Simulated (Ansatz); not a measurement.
BN (h-BN type, space group P6_3/mmc)

```xyz
4
Lattice="2.5005 0.0000 0.0000 -1.2502 2.1655 0.0000 0.0000 0.0000 6.4117" Properties=species:S:1:pos:R:3 pbc="T T T"
B      0.0000     1.4436     1.6029
B      1.2502     0.7218     4.8088
N      0.0000     1.4436     4.8088
N      1.2502     0.7218     1.6029
```

In each cell atom 4 (N, nearest neighbour B at 1.444 Å; its periodic images, 2.5 Å or more away, move with it) moves by s·(-0.866, 0.500, 0.000) (towards the nearest neighbour), the rest being held.

Calculation: PBEsol-D3(BJ) (plane waves to 420 eV, PAW, scalar-relativistic; Ansatz, a first-principles code). k mesh 12×12×4 (Γ-centred), Fermi-Dirac smearing 0.05 eV. Energies are smeared free energies. BN was relaxed with its symmetry unable to fall. ΔE is measured from the undisplaced structure.

Successive frames, forces in eV/Å:

```json
[
 {"frame": "s = 0.056 Å", "ΔE (meV/cell)": "70", "F on B1": "(-2.227, 1.286, 0.000)", "F on B2": "(-0.001, 0.000, 0.000)", "F on N3": "(-0.006, 0.003, 0.000)", "F on N4": "(2.233, -1.289, 0.000)"},
 {"frame": "s = 0.028 Å", "ΔE (meV/cell)": "17", "F on B1": "(-1.066, 0.615, 0.000)", "F on B2": "(-0.001, 0.000, 0.000)", "F on N3": "(-0.003, 0.001, 0.000)", "F on N4": "(1.069, -0.617, 0.000)"},
 {"frame": "s = 0.000 Å", "ΔE (meV/cell)": "0", "F on B1": "(0.000, 0.000, 0.000)", "F on B2": "(0.000, 0.000, 0.000)", "F on N3": "(0.000, 0.000, 0.000)", "F on N4": "(0.000, 0.000, 0.000)"},
 {"frame": "s = -0.028 Å", "ΔE (meV/cell)": "16", "F on B1": "(0.976, -0.564, 0.000)", "F on B2": "(0.001, 0.000, 0.000)", "F on N3": "(0.002, -0.001, 0.000)", "F on N4": "(-0.979, 0.565, 0.000)"}
]
```

Q: What are the energy and the forces in the next frame, s = -0.056 Å?

A: ΔE (meV/cell) = 62.

```csv
atom,Fx,Fy,Fz
B1,1.865,-1.077,0.000
B2,0.001,-0.001,0.000
N3,0.003,-0.002,0.000
N4,-1.870,1.079,0.000
```

(A displaced cell: forces are minus the slopes of the energy, force constants its curvatures, and phonons follow from these.)
